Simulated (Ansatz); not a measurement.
# HCl: two-dimensional strain map

All numbers below come from Ansatz 0.2.0, DFT r2SCAN, scalar-relativistic, plane waves, PAW. The runs took a 500 eV cutoff, a Γ-centred 16×16×16 mesh and Gaussian smearing (0.15 eV). No spin polarisation. Energies are free energies at this smearing, counted from the undisturbed cell; pressure is positive in compression.

Reference structure (as given, not relaxed at this level; it stands at -10.0 GPa, and it needn't be the usual structure):

```
CELL_PARAMETERS angstrom
0.00000 2.73750 2.73750
2.73750 0.00000 2.73750
2.73750 2.73750 0.00000
ATOMIC_POSITIONS crystal
H 0.00000 0.00000 0.00000
Cl 0.50000 0.50000 0.50000
```

The cell is strained by p along both x and y and by q along z, fractional coordinates fixed. Points are written (p, q).

Energy above the undisturbed cell in meV/atom (a dash: not computed):

| p \ q | -0.080 | 0.000 | 0.080 |
| --- | --- | --- | --- |
| -0.080 | -292.4 | -226.8 | -188.1 |
| 0.000 | -132.2 | 0.0 | 81.1 |
| 0.080 | -5.0 | 180.4 | – |

Pressure in GPa:

```
 p \ q  -0.080  0.000  0.080
-0.080   -10.0  -10.5  -10.4
 0.000   -10.5  -10.0   -9.5
 0.080    -9.8   -8.9      –
```